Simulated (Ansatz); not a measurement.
Mo2N:
Space group R-3m, hexagonal axes (No. 166); a = b = 2.874 Å, c = 14.777 Å, α = β = 90.00°, γ = 120.00°

```
atom  site  symmetry       x       y       z
----  ----  --------  ------  ------  ------
Mo      6c        3m  0.0000  0.0000  0.2432
N       3a       -3m  0.0000  0.0000  0.0000
```
(The calculation used a cell of 3 atoms; values per cell refer to that cell.)

Relaxed at zero pressure with the program Ansatz at the PBEsol level (PAW).

**Question.** The volume is lowered by 9 % and shape and atoms relax at that volume. What pressure results, and how do the axes share the change?

**Answer.** 38.3 GPa; a -3.2 %, b -3.2 %, c -2.8 %; the energy rises by 116 meV/atom.

**Question.** Give the new structure.

**Answer.** 
Space group R-3m, hexagonal axes (No. 166); a = b = 2.781 Å, c = 14.359 Å, α = β = 90.00°, γ = 120.00°

```csv
atom,site,symmetry,x,y,z
Mo,6c,3m,0.0000,0.0000,0.2423
N,3a,-3m,0.0000,0.0000,0.0000
```

The phase is kept; no other phase was compared at this pressure.

The workflow started from a Materials Project entry (that database holds measured and hypothetical structures alike); the Crystallography Open Database copy checked does not list it. COD files the formula under space group No. 141, so this cell is another polymorph or a model. Whether it is the stable phase at ambient conditions was not checked. Symmetry was held in the PBEsol relaxation; of distortions, only those at the zone centre were tested. The run is not spin-polarised.

Potentials: the earlier of the program's two PAW sets.
